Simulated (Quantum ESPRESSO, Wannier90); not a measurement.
## Wannierisation of TlI (CsCl type)

```xyz
2
Lattice="4.2382 0.0000 0.0000 0.0000 4.2382 0.0000 0.0000 0.0000 4.2382" Properties=species:S:1:pos:R:3 pbc="T T T"
Tl     0.0000     0.0000     0.0000
I      2.1191     2.1191     2.1191
```

Structure: Materials Project mp-23197, symmetrised, not relaxed again. COD (Crystallography Open Database) has the formula in 2 space groups, this one among them (matched by group alone). Computed values, not measurements, from PBEsol: Quantum ESPRESSO (norm-conserving PseudoDojo potentials, cutoff 56 Ry, no spin polarisation, no spin-orbit coupling) on a Γ-centred 8×8×8 mesh, then Wannier90. Density: 8×8×8 mesh, cold smearing 0.01 Ry. Spin-orbit coupling is left out although heavy elements are present.

Valence charges of the files: Tl 13, I 7. 20 bands were computed.

Isolated groups of bands, relative to the valence-band maximum (bands from 11 on overlap up to the last one computed):

```csv
bands,from (eV),to (eV),filling,weight on atomic waves
1,-11.67,-10.93,filled,"I 5s 85 %, Tl 6p 9 %, Tl 5d 5 %"
2–6,-10.21,-9.97,filled,Tl 5d 99 %
7,-5.50,-3.46,filled,"Tl 6s 76 %, I 5p 16 %, Tl 6p 6 %"
8–10,-2.69,0.00,filled,"I 5p 81 %, Tl 6p 11 %, Tl 6s 7 %"
```

Wanted is a model with the orbitals Tl s p, I s p, without the filled groups that are mainly made of other shells (semicore states, and anion s where it isn't named); all higher bands stay in for disentanglement.

**Question.** Give num_wann, exclude_bands and num_bands, and the number of electrons that the model holds.

**Answer.** Electrons: 1×13 + 1×7 = 20, which fill 10 bands.
num_wann = 1×4 + 1×4 = 8.
exclude_bands = 2-6, 5 bands, so num_bands = 20 − 5 = 15.
The model holds 20 − 2×5 = 10 electrons. With the window frozen to 3.14 eV it follows pw.x to 5.8 meV rms (states up to 2.6 eV relative to the valence-band maximum).
